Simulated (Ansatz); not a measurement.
Computed properties of Y

Y:
```xyz
1
Lattice="0.0000 2.5507 2.5507 2.5507 0.0000 2.5507 2.5507 2.5507 0.0000" Properties=species:S:1:pos:R:3 pbc="T T T"
Y      0.0000     0.0000     0.0000
```

Space group Fm-3m (No. 225), fcc (Cu type); conventional cell a = 5.1014 Å, b = 5.1014 Å, c = 5.1014 Å, α = 90.00°, β = 90.00°, γ = 90.00°.

Method: the program Ansatz at the r²SCAN level (PAW). Structure relaxed to zero pressure with the same functional. Other levels are named where they apply.

Cell and energy:

| Item | Result |
|---|---|
| Volume per atom | 33.19 Å³ |
| Density | 4.45 g/cm³ |

Electronic structure:

| Property | Value |
|---|---|
| Electronic character | metallic (no gap) |
| Density of states at the Fermi level | 1.7 states/eV per atom (mean over ±0.08 eV) |
| Gap with spin–orbit coupling | none (metallic) |

Mechanics:

| Property | Result |
|---|---|
| Bulk modulus (Birch–Murnaghan fit) | 37.7 GPa |
| Pressure derivative B′ | 3.2 |
| Elastic constants (relaxed ions, GPa) | C11 = 48.0, C12 = 31.9, C44 = 27.3 |
| Mechanical stability | stable (all eigenvalues of C positive) |
| Hill bulk and shear moduli | 37.2 and 16.8 GPa |
| Young's modulus | 43.8 GPa |
| Poisson's ratio | 0.30 |
| Debye temperature from the elastic constants | 201 K |

Phonons:

| Property | Result |
|---|---|
| Dynamical stability on the path | stable (no imaginary branch) |
| Zero-point energy | 18.0 meV/atom |
| Vibrational entropy at 300 K | 45.6 J/(K·mol of atoms) |

A made-up cell: these elements were put on the sites of a structure type; the Crystallography Open Database files this formula in space group No. 225, but the cells were not matched. It is not the phase usual at ambient conditions (space group No. 194). The cell was relaxed with r²SCAN under the symmetry of its start. The run is not spin-polarised. As this level gives no gap, shear constants depend on the k-mesh and smearing (Fermi–Dirac, 0.1 eV here). As this level gives no gap, phonon frequencies hold no LO–TO term and depend on the k-mesh and smearing (Fermi–Dirac, 0.1 eV here). Scalar-relativistic: spin–orbit coupling is off unless named, which matters more the heavier the elements.

Potentials: the later of the program's two PAW sets.
